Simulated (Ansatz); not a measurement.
# ZnCu: stationary points along a deformation path

Theory: Ansatz, DFT PBEsol, scalar-relativistic, plane waves, PAW. The runs took a 420 eV cutoff, a Γ-centred 18×18×18 mesh and Gaussian smearing (0.15 eV). No spin polarisation. Energies are free energies at this smearing, counted from the undisturbed cell; pressure is positive in compression.

Zero of the scan (as given, not relaxed at this level; it stands at -4.6 GPa, and it needn't be the usual structure):

```yaml
crystal:
  lattice:
    - [2.94500, 0.00000, 0.00000]
    - [0.00000, 2.94500, 0.00000]
    - [0.00000, 0.00000, 2.94500]
  atoms:
    - { symbol: Zn, position: [0.50000, 0.50000, 0.50000] }
    - { symbol: Cu, position: [0.00000, 0.00000, 0.00000] }
```

At fixed volume and fractional coordinates, lengths along (0.577, 0.577, 0.577) are scaled against those across it; ρ is that ratio over its starting value. V = 12.771 Å³/atom. Δσ is the stress along the axis less the mean stress across it (compression positive).

```csv
ρ,ΔE (meV/atom),Δσ (GPa),space group
0.500,6358.7,534.37,R-3m
0.600,2607.4,263.82,R-3m
0.710,929.8,125.30,R-3m
0.850,158.0,41.47,R-3m
0.930,26.9,15.09,R-3m
1.000,0.0,0.00,Pm-3m
1.080,23.7,-10.68,R-3m
1.200,109.4,-18.74,R-3m
1.410,282.6,-20.49,R-3m
1.700,449.1,-11.92,R-3m
2.000,500.4,0.00,Fm-3m
```

How does the stress give the slope of the energy, and where is the energy stationary?

Along the path d ln(length) is 2/3 d ln ρ on the axis and −1/3 d ln ρ across it, so dE/d ln ρ = −(2/3) V Δσ: the energy falls with ρ where Δσ is positive. Δσ vanishes or changes sign at ρ = 1.000 (Pm-3m), a minimum at 0.0 meV/atom; at ρ = 2.000 (Fm-3m, an end of the scan), at 500.4 meV/atom. Pairs of stationary points between two samples would go unseen, and could change a minimum read from distant neighbours into a maximum. At ρ = 1.000, 2.000 the cell is cubic, where symmetry alone makes the stress isotropic and the slope zero.

Which shear constant sets the curvature at ρ = 1?

For a cubic crystal E/V = (2/3) C (ln ρ)² with C = C44, so Δσ = −2C ln ρ. The parabola of Δσ against ln ρ through ρ = 0.930, 1 and 1.080 gives C ≈ 87 GPa with the ions clamped, rough because the steps are large. It is the stress–strain coefficient at this cell's pressure of -4.6 GPa, not the zero-pressure constant.

In a metal these slopes depend on the k mesh and the smearing.